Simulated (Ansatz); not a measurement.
Values for one crystal, relaxed and computed with the program Ansatz at the r²SCAN level (PAW); other levels are named.

| Quantity | Result |
|---|---|
| Volume per atom | 16.67 Å³ |
| Band gap | 2.07 eV (indirect) |
| HSE06 gap on the r²SCAN cell | 2.31 eV |
| Electron effective mass | 0.21, 0.21, 0.58 mₑ (principal values) |
| Electron effective mass with spin–orbit coupling | 0.21, 0.21, 0.58 mₑ (principal values) |
| Smallest direct gap on the standard path | 2.35 eV |
| Conduction-band minimum | at Γ |

### Question
Pick the material that matches.
(A) Ca2H6Os, Fm-3m (Ca on 8c, H on 24e, Os on 4a)
(B) YHSe, P-6m2 (Y on 1a, H on 1c, Se on 1f)
(C) MgSe, rock salt
(D) PtSe2, CdI2 type

### Answer
B, YHSe, P-6m2 (Y on 1a, H on 1c, Se on 1f)

The first step of the workflow began from a Materials Project structure, measured or hypothetical; the Crystallography Open Database copy checked does not list it. Whether it is the stable phase at ambient conditions was not checked. The cell was relaxed with r²SCAN under the symmetry of its start; its stability against distortions is not shown here. The run is not spin-polarised. Spin–orbit coupling is left out wherever it is not named.

Potentials: the later of the program's two PAW sets.
